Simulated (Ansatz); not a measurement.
Given:

NbN:
```cif
data_N4Nb4
_chemical_formula_sum 'N4 Nb4'
_space_group_name_H-M_alt 'Fm-3m'
_space_group_IT_number 225
_space_group_name_Hall '-F 4 2 3'
_cell_length_a 4.42154
_cell_length_b 4.42154
_cell_length_c 4.42154
_cell_angle_alpha 90.000
_cell_angle_beta 90.000
_cell_angle_gamma 90.000
loop_
_atom_site_label
_atom_site_type_symbol
_atom_site_symmetry_multiplicity
_atom_site_Wyckoff_symbol
_atom_site_fract_x
_atom_site_fract_y
_atom_site_fract_z
_atom_site_occupancy
N1 N 4 a 0.00000 0.00000 0.00000 1
Nb1 Nb 4 b 0.50000 0.50000 0.50000 1
```
(The calculation used a cell of 2 atoms; values per cell refer to that cell.)

This is the PBE-relaxed structure.

Q: All from plane-wave PAW PBE (Ansatz code), unless another level is named. Predict the electronic character.

A: metallic (no gap).

Q: Predict the formation energy from the elements (no fitted shifts).

A: -948 meV/atom.

Q: And the density of states at the Fermi level?

A: 0.47 states/eV per atom (mean over ±0.08 eV).

The cell was relaxed with PBE under the symmetry of its start. The run is not spin-polarised. The references are the lowest solids computed at this level, not always the standard phases (solids in place of the gases). Scalar-relativistic: spin–orbit coupling is off unless named, which matters more the heavier the elements.

Potentials: the later of the program's two PAW sets.
